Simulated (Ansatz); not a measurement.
The cell below belongs to a search over invented structures; it isn't taken from experiment.

Input and command of a plane-wave DFT calculation in Ansatz:

```yaml
crystal:
  lattice:
    - [3.9141736065, 0.0, 0.0]
    - [0.0, 3.9141736065, 0.0]
    - [0.0, 0.0, 10.7662256719]
  atoms:
    - { symbol: K, position: [0.0, 0.0, 0.011676317] }
    - { symbol: Ti, position: [0.0, 0.0, 0.5022803495] }
    - { symbol: Ti, position: [0.5, 0.5, 0.5025509647] }
    - { symbol: Ti, position: [0.0, 0.5, 0.6878814814] }
    - { symbol: Ti, position: [0.5, 0.0, 0.6878814814] }
    - { symbol: Zn, position: [0.0, 0.5, 0.308864703] }
    - { symbol: Zn, position: [0.5, 0.0, 0.308864703] }
basis:
  ecutwfc: 420
kpoints:
  mp_grid: { grid: [8, 8, 4] }
hamiltonian:
  xc: pbe
scf:
  occupations: { method: gaussian, width: 0.1 }
output:
  forces: true
  stress: true
  eigenvalues: true
relax:
  adjacent_minimum: "off"
  f_tol: 0.01
  max_steps: 80
  cell: { stress_tol: 0.05 }
```

```bash
ansatz run input.yaml --threads 1 --pin off --max-ram 2560MiB --backend cpu --events-out ev --progress --plain --runs-dir out
```

Processor: Intel(R) Xeon(R) 6975P-C (Granite Rapids), 1 thread, on a host shared with other jobs.

Question: Estimate time, memory and problem size.

Answer: About 110 s, peak memory 0.64 GiB. It solves 49 bands at 45 k points (after reduction by symmetry) with about 3189 plane waves (on the last cell), in 46 SCF iterations over 6 ionic steps.
